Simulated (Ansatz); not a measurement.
NiBi3:
```
NiBi3
1.0
    4.70454     0.00000     0.00000
    0.00000     4.70454     0.00000
    0.00000     0.00000     4.70454
Bi Ni
3 1
Direct
  0.00000   0.50000   0.50000
  0.50000   0.50000   0.00000
  0.50000   0.00000   0.50000
  0.00000   0.00000   0.00000
```

This is the r²SCAN-relaxed structure.

### Question
All from r²SCAN (plane waves, PAW; program Ansatz), unless another level is named. Give the density of states at the Fermi level.

### Answer
0.77 states/eV per atom (mean over ±0.08 eV).

### Question
Next, the formation energy from the elements (no fitted shifts)?

### Answer
0.58 eV/atom.

### Question
Next, the gap with spin–orbit coupling?

### Answer
none (metallic).

Space group Pm-3m (Cu3Au type). The cell is a constructed one: a structure type filled with these elements; neither database checked (COD, Materials Project) lists it. Its standing as an ambient phase is unchecked. Symmetry was held in the r²SCAN relaxation; its stability against distortions is not shown here. The workflow began spin-polarised and lost its moments. The cell computed holds one magnetic atom, so no antiferromagnetic order was within reach. The references are the lowest solids computed at this level, not always the standard phases. Spin–orbit coupling is left out wherever it is not named.

Potentials: the earlier of the program's two PAW sets.
